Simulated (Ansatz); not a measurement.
Recipe of this trial structure of NbSb: random cell by space group and Wyckoff sites (P4/nmm, No. 129). Lengths were set from tabulated atomic sizes, so they are only a guess.

Space group P4/nmm:1 (No. 129). a = 4.681 Å, b = 4.681 Å, c = 4.643 Å, α = 90.00°, β = 90.00°, γ = 90.00°
```
atom  site  symmetry       x       y       z
  Nb    2c       4mm  0.5000  0.0000  0.8774
  Sb    2c       4mm  0.5000  0.0000  0.3673
```

Level of theory: Ansatz, DFT PBE, scalar-relativistic, plane waves, PAW. Cutoff 420 eV, Gaussian smearing, Γ-centred meshes. Cell and atoms relax first on a coarse mesh and then on a finer one. In between, the cell is made exact in the group found at 0.06 Å. In metals the finer mesh still leaves noise of several meV/atom or more. The steps can't lower the symmetry of their start. No spin polarisation in the relaxation; trial moments died out in a coarse test.

A guess keeps its type if space group and coordination stay and the shape of the cell changes little (axis ratios within about 15 %, angles within 6°); the volume may change.

Q: Does it keep its structure type, or change into something else?

A: It doesn't keep its type. The symmetry stays P4/nmm (No. 129). The volume per atom shrinks by 17.5 %, from 25.4 to 21.0 Å³. The shortest distance goes from 2.27 Å (Nb–Sb) to 2.85 Å (Nb–Sb). The ratio c/a of the conventional cell changes by a factor of 1.83. Counting neighbours within 15 % of an atom's shortest distance, the start has Nb 2, Sb 2 and the end Nb 9, Sb 5. In detail, at the end Nb is surrounded by 5 Sb at 2.85–2.99 Å, 4 Nb at 3.05 Å, 1 Sb at 3.52 Å and 4 Nb at 3.59 Å; Sb is surrounded by 5 Nb at 2.85–2.99 Å, 4 Sb at 3.38 Å, 1 Nb at 3.52 Å and 4 Sb at 3.59 Å.

Space group P4/nmm:1 (No. 129). a = 3.591 Å, b = 3.591 Å, c = 6.512 Å, α = 90.00°, β = 90.00°, γ = 90.00°
```tsv
atom	site	symmetry	x	y	z
Nb	2c	4mm	0.5000	0.0000	0.8699
Sb	2c	4mm	0.5000	0.0000	0.3293
```

The zero of energy is the elements' standard structures at the same level; no fitted shifts are applied.

Q: At what energy does it end?

A: −0.22 eV/atom. A negative formation energy is needed for stability but isn't enough: competing phases decide.

The last run used a 14×14×8 mesh (in the run's order of axes) for its 4-atom cell and Gaussian smearing of 0.10 eV. Spin–orbit coupling, which can matter for Sb, is left out. A structure relaxed within its symmetry needn't be a true minimum.
